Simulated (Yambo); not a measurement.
# Convergence of the G0W0 gap of SiO2

G0W0@PBEsol for SiO$_{2}$ (space group I-42d, No. 122) in Yambo. Reference settings: 4×4×4 Γ-centred k mesh, 165 bands and a 8 Ry block in the screening, 165 bands in G with the Bruneval-Gonze terminator, plasmon pole fitted at 27.2 eV. The PBEsol gap Γ → Γ on this mesh is 5.93 eV; G0W0 gaps are taken between the same points.

```
change from the reference       G0W0 gap Γ → Γ (eV)  shift of the valence edge (eV)
------------------------------  -------------------  ------------------------------
reference settings                             8.92                           -1.98
59 bands in W, 59 bands in G                   8.96                           -1.79
104 bands in W, 104 bands in G                 8.91                           -1.91
59 bands in G                                  8.92                           -1.97
104 bands in G                                 8.91                           -1.98
3 Ry block                                     8.80                           -1.97
7 Ry block                                     8.83                           -1.93
59 bands in G, no terminator                   8.56                           -1.32
```

The reference isn't shown to be the converged limit.

Geometry of the Materials Project entry, not relaxed at this level; primitive cell a = b = c = 5.063 Å, α = β = 121.42°, γ = 87.56°.

This is not the ordinary phase of the substance; no match was found in the copy of COD used, and its stability was not checked.

A shift is the quasiparticle energy of the state minus its PBEsol energy.
